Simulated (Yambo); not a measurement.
Material: AlBO₃ (space group R-3c, No. 167); a = b = c = 5.3144 Å, α = β = γ = 50.16° (10 atoms in the cell). The geometry is that of Materials Project entry mp-8110, symmetrised and not relaxed again.

With PBEsol (Quantum ESPRESSO, PseudoDojo norm-conserving, 84 Ry, no spin-orbit coupling), the gap between the mesh's edge points (Γ → (0.25, 0.25, 0.25)) is 5.745 eV.

### Question
Estimate the G0W0 gap between the same points from Yambo (4×4×4 Γ-centred k mesh, 125 bands and a 7 Ry block in the screening, 125 bands in G with the Bruneval-Gonze terminator, plasmon pole fitted at 27.2 eV).

### Answer
The correction is 2.601 eV, giving 8.346 eV, 1.5 times the PBEsol value.  Nearest settings tried, and what they do to the gap: 99 bands in W, 99 bands in G: +45 meV; 6 Ry block (145 vectors against 193): -10 meV. Not varied: mesh. So the settings aren't converged at that level.
